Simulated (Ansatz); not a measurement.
**LaF: computed properties**

The calculation used Ansatz 0.2.0, DFT PBE, scalar-relativistic, plane waves, PAW.

Settings: cutoff 420 eV, Γ-centred mesh 16×16×14 on the computed 2-atom cell, Gaussian smearing of 0.10 eV; no spin polarisation.

The structure is relaxed at this level of theory with its symmetry kept, and needn't be the ground state of this composition.

Space group P4/mmm (No. 123), tetragonal, a = 3.596 Å, c = 3.649 Å. La has 4 F at 2.54 Å; around F lie 4 La at 2.54 Å.

| Item | Value |
| --- | --- |
| Volume per atom | 23.59 Å³ |
| Formation energy from the elements' standard states (uncorrected) | -2.251 eV/atom |
| Kohn–Sham band gap | none (metal) |
| Density of states at the Fermi level | 2.9 states/eV per cell |
| Orbital (Löwdin) character within 0.5 eV of the Fermi level | La 5d 70 %, La 4f 16 %, La 6s 8 % |
| Bader charge by site (e) | La (1 in the cell) 0.87, F (1 in the cell) -0.87 |

Spin-orbit coupling is left out, which matters for the bands of heavy elements.

Another cell of LaF relaxed alike, in P6_3/mmc, lies 128 meV/atom lower, so this cell isn't the stable form at this level.

The cell was found from a structure generator's guess, not taken from experiment. Löwdin shares on free-atom orbitals overweight diffuse shells.
